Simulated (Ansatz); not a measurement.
InSb:
```
CELL_PARAMETERS angstrom
      4.62964     0.00000     0.00000
     -2.31482     4.00939     0.00000
      0.00000     0.00000    15.18618
ATOMIC_POSITIONS crystal
  In 0.66667 0.33333 0.99993
  Sb 0.66667 0.33333 0.18767
  In 0.00000 0.00000 0.25034
  Sb 0.00000 0.00000 0.43705
  In 0.33333 0.66667 0.49993
  Sb 0.33333 0.66667 0.68767
  In 0.00000 0.00000 0.75034
  Sb 0.00000 0.00000 0.93705
```

Relaxed with r²SCAN.

Map the valence electron density (e/Å³), cut off at 1 on the plane through (0.667, 0.333, 1.000) spanned by u = [0, 0, 1] and v = [1, -1, 0] in lattice vectors, from plane-wave PAW r²SCAN (Ansatz code).

x is the fraction of u, y of v (the angle between them is 90°; rows are the nearest grid lines); atoms in the plane: In at (0.00, 0.00), Sb at (0.19, 0.00), In at (0.25, 0.33), Sb at (0.44, 0.33), In at (0.50, 0.67), Sb at (0.69, 0.67), In at (0.75, 0.33), Sb at (0.94, 0.33).
```
|@@@--*@@@@+.                        :@@@|
|@@@--+@@@@=.                        :@@@|
|@@+::-@@@@-.                        .=@@|
|=-....-==-.                          .-=|
|.     ....        ...    .::..        ..|
|                 .:++:..:=##=:.         |
|                 .=@@=::-#@@%-.         |
|                 :@@@@--+@@@@+.         |
|                 :@@@@--*@@@@+.         |
|                 .*@@*::=@@@@=.         |
|                 .-@@-..-*@@#-.         |
|                .::-:.  .:-=-:.     ..  |
|.       .:::.  .:-=-.    .::--:.  .:--:.|
|:.     .-@@@-.:-*@@*.     .-@@@-.:-*@@*:|
|-.     .+@@@*::=@@@@.     .*@@@*::=@@@@-|
|+.     :@@@@@--*@@@@.     :@@@@@--*@@@@+|
|+.     :@@@@@--*@@@@.     :@@@@@--*@@@@+|
|-.     .=@@@=::-%@@#.     .=@@@=::-%@@%-|
|:.     .-+%+:..:=##=.     .:+%+:..:=#%+:|
|:.    .:--:..   .::.       ....   ..---:|
|=-....-++=:.                        .:==|
|@@+::-@@@@-.                        .+@@|
|@@@--+@@@@=.                        :@@@|
|@@@--*@@@@+.                        :@@@|
```
Scale: ten equal steps from 0.006 (start of ' ') to 1.00 (end of '@'), in the order ' .:-=+*#%@'; x runs from 0.000 to 1.00, y from 0.000 (bottom) to 1.00 (top).

The density is the valence pseudo-density with augmentation charge, so density and ELF within about 1 Å of a nucleus are not all-electron values.

Space group P6_3mc. The start of the workflow was typed in or built on a structure type; neither database checked (COD, Materials Project) lists it. It is not the phase usual at ambient conditions (space group No. 216). The cell was relaxed with r²SCAN under the symmetry of its start; its stability against distortions is not shown here. Spin–orbit coupling is left out wherever it is not named.

Potentials: the earlier of the program's two PAW sets.
